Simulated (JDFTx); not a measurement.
TiAl3(101) slab cut from bulk TiAl3 (space group I4/mmm, indices of the conventional cell, lattice of the Materials Project entry mp-542915, not re-optimised): 9 atoms in 9 planes, a 1x1 cell of 17.92 Å² (|a| = 3.822, |b| = 5.062 Å), 6.8 Å between the outermost planes, Al outermost, slab composition Ti2Al7, cell height 23.0 Å, 6×6×1 k mesh, Fermi smearing 0.01 Ha, no spin polarisation. Whether this polymorph is the ambient one wasn't checked. Neither spin polarisation nor a larger cell was tried.

Computed with JDFTx (a modified build): PBE, GBRV ultrasoft potentials, plane waves to 20/100 Ha. Liquid: linear PCM (GLSSA13), water, 0.5 M NaF; nuclei fixed. Potentials are counted from the potential of zero charge; σ repeats to about 1 %.

```json
[
 {"U − U_pzc (V)": "-0.71", "σ (μC/cm², per face)": "-11.20"},
 {"U − U_pzc (V)": "-0.51", "σ (μC/cm², per face)": "withheld"},
 {"U − U_pzc (V)": "-0.31", "σ (μC/cm², per face)": "-5.28"},
 {"U − U_pzc (V)": "-0.23", "σ (μC/cm², per face)": "-4.00"},
 {"U − U_pzc (V)": "0.29", "σ (μC/cm², per face)": "5.86"}
]
```

Question: Fit σ = C₀x + bx² (x = U − U_pzc) to the other rows by least squares, predict the withheld value, and compare with the run.

Answer: The fit gives C₀ (μF/cm²) = 18.7, b (μF/cm²/V) = 4.22, with a root-mean-square miss of 0.08 μC/cm² on its own rows. It predicts -8.4 μC/cm²; the run gives -8.3 μC/cm², a miss of 0.1 μC/cm².
